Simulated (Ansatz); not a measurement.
**RbLuS₂ (R-3m): gap, valleys and masses**

```xyz
4
Lattice="1.9674 1.1359 7.5394 -1.9674 1.1359 7.5394 0.0000 -2.2717 7.5394" Properties=species:S:1:pos:R:3 pbc="T T T"
Rb    0.0000    0.0000    0.0000
Lu    0.0000    0.0000   11.3090
S     0.0000    0.0000    5.2075
S     0.0000    0.0000   17.4106
```

Conventional cell: a = 3.935 Å, b = 3.935 Å, c = 22.618 Å, α = 90.00°, β = 90.00°, γ = 120.00°. Rb (atom 1) is surrounded by 6 S at 3.26 Å. Around Lu (atom 2) lie 6 S at 2.69 Å. S (atom 3) is surrounded by 3 Lu at 2.69 Å.

Level of theory, where no other is named: PBEsol, all-electron LAPW in Ansatz 0.2.0, with spin-orbit coupling. k mesh 6×6×6, fixed occupations, basis error target 1 meV/atom. The cell was relaxed by PAW under this functional.

Extrema are searched on a 8×8×8 mesh and refined by Newton steps; masses come from band slopes 0.005 Å⁻¹ away, 1/m* = (1/ħ²) d²E/dk², negative for holes (the finite step makes the lightest masses up to about 3 % heavy). k is in units of the reciprocal vectors.

Q: Where are the band edges, and is the gap direct?

A: The valence maximum lies at Gamma (0.000, 0.000, 0.000) and the conduction minimum at F (0.000, -0.500, -0.500), so the Kohn-Sham gap of 2.022 eV is indirect; the least direct gap on the mesh is 2.837 eV.

Q: What are the electron masses at the edge?

A: The principal masses are 0.281, 0.474, 1.64 mₑ. One valley has a density-of-states mass (m₁m₂m₃)^(1/3) = 0.602; 3 valleys give N^(2/3) times that, 1.25; the direction-averaged conductivity mass 3/Σ(1/mᵢ) is 0.477 mₑ.

Q: What are the hole masses at the edge?

A: The principal masses are 0.327, 0.327, 2.45 mₑ. One valley has a density-of-states mass (m₁m₂m₃)^(1/3) = 0.64; the direction-averaged conductivity mass 3/Σ(1/mᵢ) is 0.46 mₑ.

Q: What electronic dielectric constant and refractive index follow from the same bands (independent particles)?

A: ε∞ = (6.12, 6.12, 5.48), so n ≈ √ε∞ = 2.43 (mean over directions) well under the gap and the normal reflectivity is ((n − 1)/(n + 1))² = 0.174. Local fields, left out here, lower ε∞ by several per cent.

Q: What gap does PAW give in the same cell?

A: 2.021 eV, -1 meV from the LAPW value.

Q: What does spin-orbit coupling change?

A: The gap goes from 2.079 to 2.022 eV. The valence levels at the maximum lie at 0.000, -0.092, -0.345 eV (pairs).

Limits of these numbers: semilocal gaps are low, and what follows the gap (onsets, screening, light masses) shifts with it; the frozen-core PAW files of the compared runs were fitted under PBE, their cores solved anew for this functional.
